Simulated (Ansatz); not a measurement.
# GaSb: zone-centre modes

Computed with Ansatz, DFT PBEsol, scalar-relativistic, plane waves, PAW. Plane waves to 420 eV; Γ-centred k mesh 8×8×8; Fermi-Dirac smearing of 0.15 eV. No spin polarisation. Phonons by linear response, acoustic sum rule imposed.

The cell is fixed (symmetry leaves no force on the atoms) and stands under 0.1 GPa:
```yaml
crystal:
  lattice:
    - [0.00000, 3.05520, 3.05520]
    - [3.05520, 0.00000, 3.05520]
    - [3.05520, 3.05520, 0.00000]
  atoms:
    - { symbol: Ga, position: [0.00000, 0.00000, 0.00000] }
    - { symbol: Sb, position: [0.25000, 0.25000, 0.25000] }
```

The cell is the ideal cubic zincblende prototype. Without a gap, frequencies and elastic constants depend on the k mesh and the smearing, soft modes and shear constants most.

Optical modes at Γ; i marks an imaginary frequency:
```
frequency (THz) degeneracy
           6.50           3
```

All 3 optical modes at Γ are real: no displacement of atoms at fixed cell lowers the energy to second order. Strains and modes at other wave vectors aren't tested by this run.

The bands only touch here, so at this level the crystal is a zero-gap semiconductor or semimetal, not an ordinary metal; spin–orbit coupling, left out, can open or move such a gap.

Cost: 1 run of about 0.19 core-minutes, on Intel Xeon 6975P-C (Granite Rapids) (shared hosts).